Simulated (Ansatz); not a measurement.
**TiOs: strain energy, fitted**

TiOs, Pm-3m, a = 3.081 Å. The structure is a COD entry; whether it is the stable form wasn't checked. Ansatz: r2SCAN, PAW, 500 eV, Γ-centred 14×14×14 mesh on 2 atoms, Gaussian smearing 0.10 eV; no spin polarisation. Series: equal strain along all axes, cell held, atoms fixed by symmetry; x is the strain in per cent. y is the free energy over the unstrained cell, V0 = 14.622 Å³/atom.

```
x (%) y (meV/atom)
 -3.0        107.29
 -2.0         46.17
 -1.0         11.17
  0.0          0.00
  1.0             ?
  2.0         40.46
  3.0         88.20
```

Fit y = c2 x² + c3 x³ to the other rows, turn c2 into a modulus, and predict the missing energy.

Least squares on the rows shown. y = 10.855 x² − 0.35376 x³. In eV per unit strain² c2 is 108.6; the stiffness is B for this strain (E = 9/2 B V0 ε², shape held): 2 × 108.6 × 160.2 / (9 × 14.622) = 264 GPa. At x = 1.0 the fit asked for gives 10.50 meV/atom. The run gave 10.44 meV/atom, so the fit is 0.06 meV/atom too high, within the rms miss on the fitted rows (0.08 meV/atom).

Spin–orbit coupling is left out, which can shift energies with elements as heavy as these.